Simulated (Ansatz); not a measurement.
A generator proposed this cell of TiSi₄Ni₃.

```
CELL_PARAMETERS angstrom
3.33796 1.92717 2.72543
-3.33796 1.92717 2.72543
0.00000 -3.85434 2.72543
ATOMIC_POSITIONS crystal
Ti 0.35300 0.35300 0.35300
Si 0.36010 0.86010 0.13990
Si 0.13990 0.36010 0.86010
Si 0.86010 0.13990 0.36010
Si 0.63990 0.63990 0.63990
Ni 0.64700 0.14700 0.85300
Ni 0.85300 0.64700 0.14700
Ni 0.14700 0.85300 0.64700
```

Theory: Ansatz 0.2.0, DFT PBE, scalar-relativistic, plane waves, PAW. Settings: cutoff 420 eV, Γ-centred mesh 4×4×4 on the computed 8-atom cell, Gaussian smearing of 0.10 eV; collinear spin from starting moments 0.0 0.0 0.0 0.0 0.0 -2.0 -2.0 2.0 μB.

Energies over the elements count from the elements' standard structures at the same level, with no fitted energy shifts.

Task: What does a single point on this coarse mesh give?

Result: The pressure is -5.9 GPa (the mean over three directions, positive in compression), the largest force is 2.24 eV/Å, and the energy is −0.31 eV/atom against the elements. The shortest distance is 2.35 Å.

Task: How much does it gain on relaxing, and where does it end?

Result: Relaxing gains under 0.1 eV/atom (the start's value is from the coarse mesh, so the gain is rough) in 15 ionic steps and ends at −0.39 eV/atom on the finer mesh. The symmetry stays R3 (No. 146). The volume per atom shrinks by 4.4 %, from 13.1 to 12.6 Å³. The shortest distance goes from 2.35 Å (Si–Ni and Ti–Si) to 2.34 Å (Si–Ni). Conventional cell: a = 6.412 Å, c = 8.477 Å. Ti is surrounded by 7 Si at 2.46–2.60 Å and 6 Ni at 2.87 Å; around Si on a site of symmetry 1 lie 5 Ni at 2.34–2.59 Å, 2 Ti at 2.46–2.60 Å, 2 Si at 2.66 Å and 4 Si at 2.86–3.04 Å; Ni has 7 Si at 2.34–2.59 Å, 2 Ni at 2.67 Å, 2 Ti at 2.87 Å and 2 Ni at 3.02 Å; 1 more site not described.

The last run used a 12×12×12 mesh for its 8-atom cell and Gaussian smearing of 0.10 eV. Trial moments died out on the coarse mesh, so the last step has no spin; another magnetic start might hold. The relaxation can't lower the symmetry of the start. A structure relaxed within its symmetry needn't be a true minimum.
